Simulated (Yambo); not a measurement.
Convergence of the G0W0 gap of Ba2ScNbO6

G0W0@PBEsol for Ba$_{2}$ScNbO$_{6}$ (space group Fm-3m, No. 225) in Yambo. Reference settings: 2×2×2 Γ-centred k mesh, bands 3 to 219 and a 7 Ry block in the screening, 219 bands in G with the Bruneval-Gonze terminator, plasmon pole fitted at 27.2 eV. The PBEsol gap Γ → Γ on this mesh is 2.65 eV; G0W0 gaps are taken between the same points.

```json
[
 {"change from the reference": "reference settings", "G0W0 gap Γ → Γ (eV)": "4.23", "shift of the valence edge (eV)": "-0.40", "rough Yambo cost": "1"},
 {"change from the reference": "91 bands in W, 91 bands in G", "G0W0 gap Γ → Γ (eV)": "4.44", "shift of the valence edge (eV)": "-0.16", "rough Yambo cost": "about 1/2"},
 {"change from the reference": "145 bands in W, 145 bands in G", "G0W0 gap Γ → Γ (eV)": "4.30", "shift of the valence edge (eV)": "-0.32", "rough Yambo cost": "within a factor of two"},
 {"change from the reference": "91 bands in G", "G0W0 gap Γ → Γ (eV)": "4.28", "shift of the valence edge (eV)": "-0.33", "rough Yambo cost": "–"},
 {"change from the reference": "145 bands in G", "G0W0 gap Γ → Γ (eV)": "4.25", "shift of the valence edge (eV)": "-0.39", "rough Yambo cost": "–"},
 {"change from the reference": "1 Ry block", "G0W0 gap Γ → Γ (eV)": "5.28", "shift of the valence edge (eV)": "-0.91", "rough Yambo cost": "within a factor of two"},
 {"change from the reference": "3 Ry block", "G0W0 gap Γ → Γ (eV)": "4.36", "shift of the valence edge (eV)": "-0.39", "rough Yambo cost": "within a factor of two"},
 {"change from the reference": "pole fitted at 10 eV", "G0W0 gap Γ → Γ (eV)": "4.21", "shift of the valence edge (eV)": "-0.30", "rough Yambo cost": "–"},
 {"change from the reference": "no random integration", "G0W0 gap Γ → Γ (eV)": "4.16", "shift of the valence edge (eV)": "-0.13", "rough Yambo cost": "–"},
 {"change from the reference": "91 bands in G, no terminator", "G0W0 gap Γ → Γ (eV)": "4.41", "shift of the valence edge (eV)": "0.42", "rough Yambo cost": "–"},
 {"change from the reference": "145 bands in G, no terminator", "G0W0 gap Γ → Γ (eV)": "4.33", "shift of the valence edge (eV)": "0.03", "rough Yambo cost": "–"}
]
```

The reference isn't shown to be the converged limit. Costs are rough (shared machines), scaled to the same edge states, and given only for runs that recompute the screening.

Spin-orbit splittings are left out.

Geometry of the Materials Project entry, not relaxed at this level; primitive cell a = b = c = 5.861 Å, α = β = γ = 60.00°.

The structure is a Materials Project entry; no match was found in the copy of COD used, and its stability was not checked.

A shift is the quasiparticle energy of the state minus its PBEsol energy.
